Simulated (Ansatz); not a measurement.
Relax this structure to zero stress and force, keeping its symmetry:

```
CELL_PARAMETERS angstrom
3.55896 0.00000 0.00000
0.00000 3.55896 0.00000
0.00000 0.00000 6.10196
ATOMIC_POSITIONS crystal
Ni 0.00000 0.00000 0.00000
Ni 0.50000 0.50000 0.00000
As 0.00000 0.50000 0.25162
As 0.50000 0.00000 0.74838
Rh 0.00000 0.50000 0.63837
Rh 0.50000 0.00000 0.36163
```

These are results of Ansatz, DFT PBEsol, scalar-relativistic, plane waves, PAW, not measurements.

Settings: cutoff 420 eV, Γ-centred mesh 10×10×6 on the computed 6-atom cell, Gaussian smearing of 0.10 eV; no spin polarisation.

Q: What does it relax to?

A: The volume stays the same within 0.01 Å³/atom to 12.88 Å³/atom, and the energy changes by under 0.1 meV/atom. Final structure:
```
CELL_PARAMETERS angstrom
3.55802 0.00000 0.00000
0.00000 3.55802 0.00000
0.00000 0.00000 6.10311
ATOMIC_POSITIONS crystal
Ni 0.00000 0.00000 0.00000
Ni 0.50000 0.50000 0.00000
As 0.00000 0.50000 0.25166
As 0.50000 0.00000 0.74834
Rh 0.00000 0.50000 0.63831
Rh 0.50000 0.00000 0.36169
```